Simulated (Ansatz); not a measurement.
**SnTe: strain and displacement**

```
CELL_PARAMETERS angstrom
0.00000 3.15650 3.15650
3.15650 0.00000 3.15650
3.15650 3.15650 0.00000
ATOMIC_POSITIONS crystal
Sn 0.00000 0.00000 0.00000
Te 0.50000 0.50000 0.50000
```

Atoms are numbered in the order listed.

The cell is COD entry 9008726, as deposited and not checked against the literature; nothing was relaxed.

No spin–orbit coupling, which matters for the heavy atoms here.

Computed with DFT, PBEsol, all-electron PAW with datasets made for the crystal, scalar-relativistic in Ansatz 0.2.0.

Numerical set-up: a Γ-centred 11×11×11 k mesh, Fermi–Dirac smearing of 0.08 eV, cutoff 240 eV (chosen by the program for this cell), no spin polarisation.

The unchanged cell is at -0.53 GPa.

x, y and z are the Cartesian axes of the cell as listed; fractional coordinates follow a strain, and an engineering shear is twice the off-diagonal strain component.

Vzz stands for the principal value of largest size of the field-gradient tensor, whatever its axis.

Spin–orbit coupling is left out, which moves gradients at and beside heavy atoms by some per cent and at worst by a factor of two.

**Question.** With this change (equal xy, yz and zx engineering shear strains of -2 %), what becomes of the energy and stress and field gradients?

**Answer.** Energy change +2 meV/atom; stress change (xx, yy, zz, yz, xz, xy) 0.00, 0.00, 0.00, 0.31, 0.31, 0.31 GPa, compression positive; Vzz in 10²¹ V/m²: Sn1 0 → -0.12 (η = 0.00), Te2 0 → -2.38 (η = 0.00).

**Question.** With this change (equal xy, yz and zx engineering shear strains of -1 %), what becomes of the energy and stress and field gradients?

**Answer.** Energy change under 1 meV/atom; stress change (xx, yy, zz, yz, xz, xy) 0.00, 0.00, 0.00, 0.16, 0.16, 0.16 GPa, compression positive; Vzz in 10²¹ V/m²: Sn1 0 → -0.06 (η = 0.00), Te2 0 → -1.18 (η = 0.00).

With equal xy, yz and zx engineering shear strains of +1 %: energy change under 1 meV/atom; stress change (xx, yy, zz, yz, xz, xy) 0.00, 0.00, 0.00, -0.16, -0.16, -0.16 GPa, compression positive; Vzz in 10²¹ V/m²: Sn1 0 → 0.07 (η = 0.00), Te2 0 → 1.17 (η = 0.00).

**Question.** With this change (equal xy, yz and zx engineering shear strains of +2 %), what becomes of the energy and stress and field gradients?

**Answer.** Energy change +2 meV/atom; stress change (xx, yy, zz, yz, xz, xy) 0.00, 0.00, 0.00, -0.32, -0.32, -0.32 GPa, compression positive; Vzz in 10²¹ V/m²: Sn1 0 → 0.15 (η = 0.00), Te2 0 → 2.35 (η = 0.00).
